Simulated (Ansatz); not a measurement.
**One compound in many structure types**

Screening note. Relaxing one composition in several structure types shows which are competitive, which pressure would favour, and how volume and gap change with structure.

The yardstick is TaGe, WC type, P-6m2. The reference is the lowest phase computed, which need not be the stable form in nature.

### Data

Methods, by column (Ansatz, a plane-wave PAW program): energy: PBE, total energy at 0 K with the change to a 700 eV cutoff added (comparable within one formula alone); volume per atom: PBE, relaxed cell; gap: PBE; bulk modulus: PBE, equation-of-state fit.

The figures follow from the printed values by these rules: ΔE = E − E_ref; ΔV = V − V_ref; temperature scale ΔE/k_B = 11.605 K/meV × ΔE.

| crystal | E (eV/atom) | V (Å³/atom) | gap (eV) | B₀ (GPa) | ΔE (meV/atom) | ΔV (Å³/atom) | ΔE/k_B (K) |
|---|---|---|---|---|---|---|---|
| TaGe, WC type, P-6m2, reference | −7113.754 | 17.07 | 0.00 | 164 | 0.0 | 0.00 | 0 |
| TaGe, CoSn type, P6/mmm | −7113.658 | 20.02 | 0.00 | 140 | 96.0 | 2.95 | 1100 |
| TaGe, NbAs type, I4₁md | −7113.636 | 18.09 | 0.00 | 155 | 118.0 | 1.02 | 1400 |
| TaGe, NiAs type | −7113.633 | 18.64 | 0.00 | – | 121.0 | 1.57 | 1400 |

Started from generated or typed cells, with no claim that the phase is known: TaGe, WC type, P-6m2; TaGe, CoSn type, P6/mmm; TaGe, NbAs type, I4₁md; TaGe, NiAs type. No gap (0.00) means none at this level, which can close a small real gap. Spin–orbit coupling is left out unless named.

### Worked example

Arithmetic for TaGe, CoSn type, P6/mmm:

ΔE = 1000 × (−7113.658 − (−7113.754)) = 96.0 meV/atom; ΔV = 20.02 − 17.07 = 2.95 Å³/atom; ΔE/k_B: 11.605 × 96.0 = 1100 K.

### Result

In order of ΔE, lowest first: TaGe, WC type, P-6m2 (0.0 ± 5.0), TaGe, CoSn type, P6/mmm (96.0 ± 5.0), TaGe, NbAs type, I4₁md (118.0 ± 5.0) ≈ TaGe, NiAs type (121.0 ± 5.0). The ± follows from allowances picked for this note (energy 0.004 eV/atom, 3 meV/atom on the figure itself), carried to first order and added in quadrature, each row's own inputs moving alone; ≈ joins neighbours closer than their two ± added in quadrature.

The trade-off between low ΔE and low volume per atom leaves these rows undominated: TaGe, WC type, P-6m2 (0.0, 17.07). The reference is on the front.

No row is clearly denser than the reference, so pressure favours none of them.

### Caveats

Vibrational free energy is left out, and phases that were not computed could lie lower. Rows are a sample of the computed phases of this formula. Limits of the draw: a spread of over 30 meV/atom, none over 0.9 eV/atom above the reference, within 8 meV/atom of the lowest or within 3 meV/atom of a neighbour. As a rule kept out of such tables: 4f compounds, open-shell compounds run without a Hubbard term, cells found unstable in the tests at hand, cells close to a higher symmetry, and runs set to a pressure or over 12 % in volume from the crystal's fullest run. A dash marks a value that is not given here.
